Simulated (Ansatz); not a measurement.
Relaxation of a relaxed Ti cell squeezed uniformly to 80 % of its volume; 2 atoms in the cell, which starts as P6₃/mmc (No. 194), hP2; a = 2.728 Å, b = 2.728 Å, c = 4.317 Å, α = 90.00°, β = 90.00°, γ = 120.00°. All values below come from PBE (plane waves to 420 eV, PAW, scalar-relativistic; Ansatz, a program for electronic structure). Γ-centred k-mesh 14×14×8 on the run's cell (coarser than for final values), Fermi–Dirac smearing 0.05 eV. This is the first round of the run. 

The optimiser's lines from the output (shortened; P is positive under compression):

```
relax step   1: F+E_penalty+E_count = -4998.66820260 eV  Δ(F+E_penalty+E_count) = +0.000e0 eV  max|allowed force component| = 6.106e-16 eV/Å  Δτ_max = 0.0000 Å  P = +36.759 GPa  Ω = 27.824 Å³  (6 SCF iters, dr2 threshold 1.00e-7 eV, accepted)
relax step   2: F+E_penalty+E_count = -4999.25824828 eV  Δ(F+E_penalty+E_count) = -5.900e-1 eV  max|allowed force component| = 2.591e-16 eV/Å  Δτ_max = 0.0000 Å  P = +10.750 GPa  Ω = 32.031 Å³  (6 SCF iters, dr2 threshold 2.00e-7 eV, accepted)
relax step   3: F+E_penalty+E_count = -4999.34001829 eV  Δ(F+E_penalty+E_count) = -8.177e-2 eV  max|allowed force component| = 3.331e-16 eV/Å  Δτ_max = 0.0000 Å  P = +2.080 GPa  Ω = 34.160 Å³  (6 SCF iters, dr2 threshold 2.00e-7 eV, accepted)
relax step   4: F+E_penalty+E_count = -4999.34371926 eV  Δ(F+E_penalty+E_count) = -3.701e-3 eV  max|allowed force component| = 1.295e-16 eV/Å  Δτ_max = 0.0000 Å  P = +0.178 GPa  Ω = 34.713 Å³  (6 SCF iters, dr2 threshold 2.00e-7 eV, accepted)
relax step   5: F+E_penalty+E_count = -4999.34375068 eV  Δ(F+E_penalty+E_count) = -3.142e-5 eV  max|allowed force component| = 1.388e-16 eV/Å  Δτ_max = 0.0000 Å  P = +0.022 GPa  Ω = 34.759 Å³  (6 SCF iters, dr2 threshold 2.00e-7 eV, accepted)
relax step   6: F+E_penalty+E_count = -4999.34374895 eV  Δ(F+E_penalty+E_count) = +1.728e-6 eV  max|allowed force component| = 3.423e-16 eV/Å  Δτ_max = 0.0000 Å  P = -0.001 GPa  Ω = 34.766 Å³  (7 SCF iters, dr2 threshold 2.34e-9 eV, accepted)
relax step   7: F+E_penalty+E_count = -4999.34584483 eV  Δ(F+E_penalty+E_count) = -2.096e-3 eV  max|allowed force component| = 4.071e-16 eV/Å  Δτ_max = 0.0000 Å  P = +0.051 GPa  Ω = 34.766 Å³  stress off target by 5.83e-2 GPa  SCF on the basis re-selected at this cell (its energy is not comparable with the rows above)  (6 SCF iters)
relax step   8: F+E_penalty+E_count = -4999.34584405 eV  Δ(F+E_penalty+E_count) = +7.853e-7 eV  max|allowed force component| = 3.516e-16 eV/Å  Δτ_max = 0.0000 Å  P = +0.001 GPa  Ω = 34.782 Å³  (7 SCF iters, accepted)
relax step   9: F+E_penalty+E_count = -4999.34584807 eV  Δ(F+E_penalty+E_count) = -4.025e-6 eV  max|allowed force component| = 3.423e-16 eV/Å  Δτ_max = 0.0000 Å  P = +0.001 GPa  Ω = 34.782 Å³  stress off target by 1.45e-3 GPa  SCF on the basis re-selected at this cell (its energy is not comparable with the rows above)  (8 SCF iters)
```

From the first to the last row the energy changes by -0.34 eV/atom and the volume by +25.0 %. The last row is marked as not comparable with the walk above it, whose basis was carried along; it does compare with step 1, since both stand on a basis selected at the nominal cutoff for their own cell.

Later rounds, restarted from the end of this one on a renewed k-mesh, logged 7 more steps and released under 0.01 eV/atom more. The final structure after all rounds: P6₃/mmc (No. 194), hP2, hcp (Mg type); a = b = 2.9388 Å, c = 4.6499 Å, α = β = 90.00°, γ = 120.00°. Between re-selections the logged energies stand on a plane-wave basis carried along with the cell. No spin polarisation in the result.

The run could not lose the symmetry of its start.

All atoms sit on sites fixed by symmetry, so only the cell could relax.
